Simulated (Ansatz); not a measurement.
CrGe:
```yaml
crystal:
  lattice:
    - [0.00000, 2.46560, 2.46560]
    - [2.46560, 0.00000, 2.46560]
    - [2.46560, 2.46560, 0.00000]
  atoms:
    - { symbol: Ge, position: [0.00000, 0.00000, 0.00000], spin: -0.3 }
    - { symbol: Cr, position: [0.50000, 0.50000, 0.50000], spin: 2.3 }
```

This is the PBEsol-relaxed structure.

Problem. All from the program Ansatz at the PBEsol level (PAW), unless another level is named. Estimate the electronic character.

Solution. metallic (no gap).

Problem. Predict the density of states at the Fermi level.

Solution. 0.35 states/eV per atom (mean over ±0.08 eV).

Space group Fm-3m (rock salt). A made-up cell: these elements were put on the sites of a structure type; neither database checked (COD, Materials Project) lists it. Whether it is the stable phase at ambient conditions was not checked. The cell was relaxed with PBEsol under the symmetry of its start. At this level the phase is mechanically unstable. Spin order of the final state: ferromagnetic, chosen from 3 collinear starts compared on coarse meshes (ties went to the first, and starts can fall back to one state), not a proven ground state. Scalar-relativistic: spin–orbit coupling is off unless named, which matters more the heavier the elements.

Potentials: the later of the program's two PAW sets.
